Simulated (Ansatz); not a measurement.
One crystal and one scan (scan of one atom of the cell) at two levels, PBE (plane waves to 420 eV, PAW, scalar-relativistic; Ansatz, a program for electronic structure) and r2SCAN (plane waves to 500 eV, PAW, scalar-relativistic; Ansatz), each from its own relaxed cell and on its own mesh. The cell shown is that of PBE.

Starting cell, BP (zinc blende):

```xyz
2
Lattice="0.0000 2.2742 2.2742 2.2742 0.0000 2.2742 2.2742 2.2742 0.0000" Properties=species:S:1:pos:R:3 pbc="T T T"
P      3.4114     3.4114     3.4114
B      0.0000     0.0000     0.0000
```

In this cell atom 2 (B, nearest neighbour P at 1.970 Å; its periodic images, 3.2 Å or more away, move with it) is moved by s along Cartesian [111], unit vector (0.577, 0.577, 0.577); all other atoms and the cell stay fixed.

Energies are smeared free energies. BP was relaxed with its symmetry unable to fall. (PBE) Left out: 1 of 11 points, with atoms too close for the PAW data. (r2SCAN) Left out: 1 of 11 points, with atoms too close for the PAW data. As the smearing reaches across the gap at some points, energies and forces of such displacements shift with the k mesh and the smearing. Percentages come from the unrounded values. Both scans cover s from -0.472 to 0.590 Å.

Results of PBE:

- Lattice constant a (Å): 4.548
- Band gap of the relaxed cell, no spin-orbit coupling (eV): 1.25
- Energy at s = 0.590 Å (meV/cell): 1260
- Force along the line at s = -0.472 Å (eV/Å): 18.06
- Force constant k = d²E/ds² at s = 0 (finite differences) (eV/Å²): 18.90
- Zone-centre optical wavenumber from k (cm⁻¹): 801
- Symmetry of the curve: not even: the negative side lies higher at ±0.472 Å
- Shape of the curve: a single well with its minimum at or next to zero displacement

**Question.** What does r2SCAN give for the same quantities?

**Answer.** 
```tsv
quantity	r2SCAN	PBE − r2SCAN
Lattice constant a (Å)	4.537	+0.011 (+0.3 %)
Band gap of the relaxed cell, no spin-orbit coupling (eV)	1.41	-0.16 (-11 %)
Energy at s = 0.590 Å (meV/cell)	1350	-90 (-6.6 %)
Force along the line at s = -0.472 Å (eV/Å)	18.76	-0.70 (-3.7 %)
Force constant k = d²E/ds² at s = 0 (finite differences) (eV/Å²)	19.80	-0.90 (-4.6 %)
Zone-centre optical wavenumber from k (cm⁻¹)	820	-19 (-2.3 %)
```

PBE gives the higher value for: lattice constant a. PBE gives the lower value for: band gap of the relaxed cell, no spin-orbit coupling; energy at s = 0.590 Å; force along the line at s = -0.472 Å; force constant k = d²E/ds² at s = 0; zone-centre optical wavenumber from k. Both give the same symmetry of the curve: not even: the negative side lies higher at ±0.472 Å.

(For displaced atoms, the force is minus the slope of the energy, and its curvature is a force constant, which sets phonon frequencies.)
